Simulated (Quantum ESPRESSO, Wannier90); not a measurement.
Wannierisation of ZrO₂ (P4₂/nmc)

```
begin unit_cell_cart
ang
    3.6001700000    0.0000000000    0.0000000000
    0.0000000000    3.6001700000    0.0000000000
    0.0000000000    0.0000000000    5.2251600000
end unit_cell_cart
begin atoms_frac
Zr   0.0000000000  0.0000000000  0.0000000000
Zr   0.5000000000  0.5000000000  0.5000000000
O    0.0000000000  0.5000000000  0.3017700000
O    0.0000000000  0.5000000000 -0.1982300000
O    0.5000000000  0.0000000000  0.1982300000
O    0.5000000000  0.0000000000 -0.3017700000
end atoms_frac
```

Materials Project entry mp-2574; symmetrised, unrelaxed at this level. COD (Crystallography Open Database) has the formula in 4 space groups, this one among them (matched by group alone). Computed values, not measurements, from PBE: Quantum ESPRESSO (norm-conserving PseudoDojo potentials, cutoff 68 Ry, no spin polarisation, no spin-orbit coupling) on a Γ-centred 6×6×4 mesh, then Wannier90. Density: 8×8×6 mesh, cold smearing 0.01 Ry.

Functional, cutoff and mesh named above are those of the base row (1); the first column says what each row takes instead. Model: 22 functions from bands 13-50, start hydrogen-like Zr: d; O: p, disentangled but not localised (num_iter = 0), frozen window tied to the conduction edge or Fermi level of each row, as listed, which moves Ω_I and hoppings a little by itself. Energies are relative to the valence-band maximum; the misfit is to pw.x on a path, for states up to 5.1 eV relative to the valence-band maximum. The lattice is scaled uniformly, fractional positions fixed. The disentangled Ω_I can sit in another minimum from row to row.

| scale | frozen to (eV) | Ω_I (Å²) | rms misfit (meV) | gap (eV) | bottom of band 13 (eV) | on-site O3 pz minus Zr1 dz2 (eV) | hopping modulus O3 px – Zr2 dxz, R = 0 0 0 (eV) | hopping modulus O4 pz – O3 pz, R = 0 0 0 (eV) | hopping modulus Zr1 dz2 – Zr1 dyz, R = 0 1 0 (eV) |
|---|---|---|---|---|---|---|---|---|---|
| 0.95 | 5.99 | 20.55 | 0.8 | 4.49 | -6.08 | -6.14 | 2.475 | 0.745 | 0.162 |
| 0.975 | 5.79 | 20.79 | 0.4 | 4.29 | -5.59 | -5.80 | 2.260 | 0.713 | 0.142 |
| 1 | 5.57 | 20.95 | 0.4 | 4.07 | -5.14 | -5.46 | 2.067 | 0.679 | 0.124 |
| 1.025 | 5.30 | 21.14 | 0.4 | 3.79 | -4.79 | -5.11 | 1.892 | 0.644 | 0.108 |
| 1.05 | 5.02 | 21.36 | 0.5 | 3.52 | -4.47 | -4.77 | 1.732 | 0.608 | 0.093 |
